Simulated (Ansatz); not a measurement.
# Property card for Na₄HF₃

These are results of DFT PBE, scalar-relativistic, plane waves, PAW in Ansatz 0.2.0, not measurements.

Settings: cutoff 420 eV, Γ-centred mesh 6×6×6 on the computed 8-atom cell, Gaussian smearing of 0.02 eV; no spin polarisation.

The structure is relaxed at this level of theory with its symmetry kept, and needn't be the ground state of this composition.

```
CELL_PARAMETERS angstrom
4.72748 0.00000 0.00000
0.00000 4.72748 0.00000
0.00000 0.00000 4.72748
ATOMIC_POSITIONS crystal
Na 0.00000 0.00000 0.00000
Na 0.50000 0.50000 0.00000
Na 0.50000 0.00000 0.50000
Na 0.00000 0.50000 0.50000
H 0.50000 0.50000 0.50000
F 0.00000 0.00000 0.50000
F 0.00000 0.50000 0.00000
F 0.50000 0.00000 0.00000
```

| Quantity | Value |
| --- | --- |
| Space group | Pm-3m (No. 221) |
| Volume per atom | 13.21 Å³ |
| Formation energy from the elements' standard states (uncorrected) | -2.080 eV/atom |
| Kohn–Sham band gap | 5.16 eV |
| Orbital (Löwdin) character of the top 1 eV of the valence band | H 1s 74 %, Na 3s 13 %, F 2p 10 % |
| Orbital (Löwdin) character of the lowest 1 eV of the conduction band | Na 3s 74 %, F 2s 7 %, H 1s 7 %, unprojected 6 % |
| Bader charge by site (e) | Na (1 in the cell) 0.88, Na (3 in the cell) 0.86, H (1 in the cell) -0.77, F (3 in the cell) -0.89 |

The cell was found from a structure generator's guess, not taken from experiment. Kohn–Sham gaps at this level usually fall short of measured ones. Löwdin shares on free-atom orbitals overweight diffuse shells in the empty bands.
